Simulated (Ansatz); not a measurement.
Starting cell, Te (trigonal-Te type, space group P3_121):

```
CELL_PARAMETERS angstrom
      4.52111     0.00000     0.00000
     -2.26056     3.91540     0.00000
      0.00000     0.00000     5.95492
ATOMIC_POSITIONS crystal
  Te 0.26812 0.00000 0.33333
  Te 0.00000 0.26812 0.66667
  Te 0.73188 0.73188 0.00000
```

In each cell atom 2 (Te, nearest neighbour Te at 2.889 Å; its periodic images, 4.5 Å or more away, move with it) moves by s·(0.629, -0.363, -0.687) (towards the nearest neighbour), the rest being held.

Calculation: PBE (plane waves to 420 eV, PAW, scalar-relativistic; Ansatz, an electronic-structure program). k mesh 7×7×5 (Γ-centred), Fermi-Dirac smearing 0.05 eV. E stands for the smeared free energy. Left out: 1 of 11 points, with atoms too close for the PAW data. As the smearing reaches across the gap at some points, energies and forces of such displacements shift with the k mesh and the smearing. Spin-orbit coupling is left out, though Te is heavy. Te was relaxed with its symmetry unable to fall. The PAW data are Ansatz's earlier set. ΔE is measured from the undisplaced structure. The last digit holds for this mesh only.

```json
[
 {"s (Å)": "-0.870", "ΔE (meV/cell)": "705.4"},
 {"s (Å)": "-0.696", "ΔE (meV/cell)": "436.4"},
 {"s (Å)": "-0.522", "ΔE (meV/cell)": "270.5"},
 {"s (Å)": "-0.348", "ΔE (meV/cell)": "withheld"},
 {"s (Å)": "-0.174", "ΔE (meV/cell)": "49.1"},
 {"s (Å)": "0.000", "ΔE (meV/cell)": "0.0"},
 {"s (Å)": "0.174", "ΔE (meV/cell)": "80.1"},
 {"s (Å)": "0.348", "ΔE (meV/cell)": "413.8"},
 {"s (Å)": "0.522", "ΔE (meV/cell)": "1224.8"},
 {"s (Å)": "0.696", "ΔE (meV/cell)": "2931.9"}
]
```

Fit a polynomial form (powers 2, 3, 4) to the given rows and predict ΔE at s = -0.348.

Least squares on the 9 given rows: ΔE = (2067)·s² + (3691)·s³ + (2776)·s⁴, in meV/cell with s in Å; root-mean-square residual 31.60 meV/cell. At -0.348 the fit gives 135.5 meV/cell; the calculation gives 148.0 meV/cell, so the interpolation is off by -12.5 (-8.4 %). The quadratic term alone would give 250.3 meV/cell.

(For displaced atoms, the force is minus the slope of the energy, and its curvature is a force constant, which sets phonon frequencies.)
